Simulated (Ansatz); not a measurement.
The relaxed structure here is a generated cell of TiB2: the first start was made by placing the elements on the sites of a structure type, and the end was not matched to a known phase here, so it may be hypothetical. Known forms of TiB2 include space group No. 191.

One starting cell of TiB₂ (a generated cell, TiB2 placed in the AFLOW prototype A2B_cF24_227_d_a (C15, as in MgCu2)) was relaxed twice with Ansatz (plane waves, PAW, scalar-relativistic): with r2SCAN at 500 eV and with PBE at 420 eV. The r2SCAN result:

```cif
data_B16Ti8
_chemical_formula_sum 'B16 Ti8'
_space_group_name_H-M_alt 'Fd-3m :1'
_space_group_IT_number 227
_space_group_name_Hall 'F 4d 2 3 -1d'
_cell_length_a 5.84891
_cell_length_b 5.84891
_cell_length_c 5.84891
_cell_angle_alpha 90.000
_cell_angle_beta 90.000
_cell_angle_gamma 90.000
loop_
_atom_site_label
_atom_site_type_symbol
_atom_site_symmetry_multiplicity
_atom_site_Wyckoff_symbol
_atom_site_fract_x
_atom_site_fract_y
_atom_site_fract_z
_atom_site_occupancy
B1 B 16 d 0.62500 0.62500 0.62500 1
Ti1 Ti 8 a 0.00000 0.00000 0.00000 1
```
(The calculation used a cell of 6 atoms; values per cell refer to that cell.)

```
quantity                          r2SCAN    PBE
--------------------------------  ------  -----
space group                        Fd-3m  Fd-3m
volume (Å³/atom)                    8.34      …
a (Å)                              5.849      …
gap (eV, no spin-orbit coupling)    0.00      …
```

### Question
Fill in the PBE column.

### Answer

- volume (Å³/atom), PBE: 8.40
- a (Å), PBE: 5.863
- gap (eV, no spin-orbit coupling), PBE: 0.00

Both levels end in the same structure; PBE's volume is 0.7 % larger. Neither column is exact.

No spin polarisation in the result.

The run could not lose the symmetry of its start: the end is stationary, and may be a saddle point rather than a minimum.

All atoms sit on sites fixed by symmetry, so only the cell could relax.

Ansatz is an electronic-structure program.
